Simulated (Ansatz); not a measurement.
Ca2Bi in space group I4/mmm (No. 139; Ca on 4c, Ca on 4e, Bi on 4e) at seven volumes, PBEsol in the plane-wave PAW code Ansatz, shape and atoms relaxed at each. One row is withheld.

```tsv
V (Å³/atom)	P (GPa)
29.182	3.76
30.144	2.32
31.106	1.07
32.068	-0.01
33.030	-0.94
33.992	-1.74
34.954	?
```

**Question.** Fit the shown pressures and predict the withheld one.

**Answer.** P = (3/2)B₀(x^(7/2) − x^(5/2))[1 + (3/4)(B′ − 4)(x − 1)] with x = (V₀/V)^(2/3). Least squares on the six rows gives V₀ = 32.061 Å³/atom, B₀ = 33.4 GPa, B′ = 3.86. At V = 34.954, x = 0.9440 and P = -2.44 GPa. The run itself gave -2.43 GPa.

The workflow started from an entry of the Crystallography Open Database (COD). Its standing as an ambient phase is unchecked. The PBEsol relaxation kept the symmetry of its start; whether a distortion lowers the energy is not shown. Spin–orbit coupling is left out wherever it is not named.

Potentials: the later of the program's two PAW sets.
